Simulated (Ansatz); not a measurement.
Elastic constants of MgI$_{2}$ (P-3m1), step by step

```
CELL_PARAMETERS angstrom
4.13004 0.00000 0.00000
-2.06502 3.57672 0.00000
0.00000 0.00000 7.02195
ATOMIC_POSITIONS crystal
Mg 0.00000 0.00000 0.00000
I 0.33333 0.66667 0.23768
I 0.66667 0.33333 0.76232
```

Computed, not measured; unless marked otherwise by PBEsol, all-electron LAPW in Ansatz 0.2.0, scalar-relativistic. k mesh 6×6×4, strains of ±0.008, fixed occupations, basis error target 1 meV/atom. The cell was relaxed by PAW under this functional.

The cell is trigonal and carries a residual pressure of 0.01 GPa at this level. Each strain component that symmetry leaves independent is applied at ±0.008, the ions relax wherever a strain frees them, and the stress (tension positive, GPa) is read. Shears are engineering strains, γ = 2ε.

```json
{"strain": "xx", "size": "-0.008", "σxx": "-0.3812", "σyy": "-0.1120", "σzz": "-0.0291", "σyz": "0.0044", "σxz": "0.0000", "σxy": "0.0000"}
{"strain": "xx", "size": "+0.008", "σxx": "0.3310", "σyy": "0.0829", "σzz": "0.0121", "σyz": "-0.0036", "σxz": "0.0000", "σxy": "0.0000"}
{"strain": "zz", "size": "-0.008", "σxx": "-0.0366", "σyy": "-0.0366", "σzz": "-0.0877", "σyz": "0.0000", "σxz": "0.0000", "σxy": "0.0000"}
{"strain": "zz", "size": "+0.008", "σxx": "0.0049", "σyy": "0.0049", "σzz": "0.0567", "σyz": "0.0000", "σxz": "0.0000", "σxy": "0.0000"}
{"strain": "yz", "size": "-0.008", "σxx": "-0.0098", "σyy": "-0.0175", "σzz": "-0.0096", "σyz": "-0.0220", "σxz": "0.0000", "σxy": "0.0000"}
{"strain": "yz", "size": "+0.008", "σxx": "-0.0177", "σyy": "-0.0096", "σzz": "-0.0095", "σyz": "0.0202", "σxz": "0.0000", "σxy": "0.0000"}
```

A central difference gives one constant, for example C11 ≈ (0.3310 − (-0.3812))/(0.016) = 44.5 GPa; the program then imposes the crystal's symmetry on the whole matrix.

Task: What are the independent elastic constants?

Result: C11 = 44.5, C12 = 12.2, C13 = 2.6, C14 = -0.5, C33 = 9.0, C44 = 2.6 GPa.

Task: Is the crystal stable against homogeneous strain?

Result: The least eigenvalue of the 6×6 matrix is 2.6 GPa, so yes.

Task: What moduli does a random aggregate of grains have?

Result: Voigt and Reuss bounds: B from 7.7 to 14.7 and G from 4.7 to 9.7 GPa; their means are B = 11.2 and G = 7.2 GPa. Then E = 9BG/(3B + G) = 17.8 GPa, ν = (3B − 2G)/(6B + 2G) = 0.237 and B/G = 1.57, on the brittle side of Pugh's 1.75 (a rule of thumb, made for metals; it doesn't predict ductility here).

Task: With the density of 4.452 g/cm³, how fast does sound travel, and what Debye temperature follows?

Result: 

```csv
direction,slow (m/s),middle (m/s),fast (m/s)
x,767,1907,3162
y,769,1905,3162
z,769,769,1424
```

The mean of v⁻³ over directions and branches gives v_m = 1201 m/s and θ_D = (ħ/k_B) v_m (6π²n)^(1/3) = 110 K, n being atoms per volume. Young's modulus spans 7 to 41 GPa over directions, and the universal anisotropy index is 6.20.

Task: How far do the constants move if PAW replaces LAPW in the same cell?

Result: 

| constant | LAPW (GPa) | PAW (GPa) | difference |
| --- | --- | --- | --- |
| C11 | 44.5 | 44.5 | 0.0 |
| C12 | 12.2 | 12.2 | 0.0 |
| C13 | 2.6 | 2.6 | 0.0 |
| C14 | -0.5 | -0.5 | 0.0 |
| C33 | 9.0 | 9.0 | 0.0 |
| C44 | 2.6 | 2.6 | 0.0 |

Known limits: no dispersion correction, so the spacing and stiffness between layers or molecules are poor; the frozen-core PAW files of the compared runs were fitted under PBE, their cores solved anew for this functional.
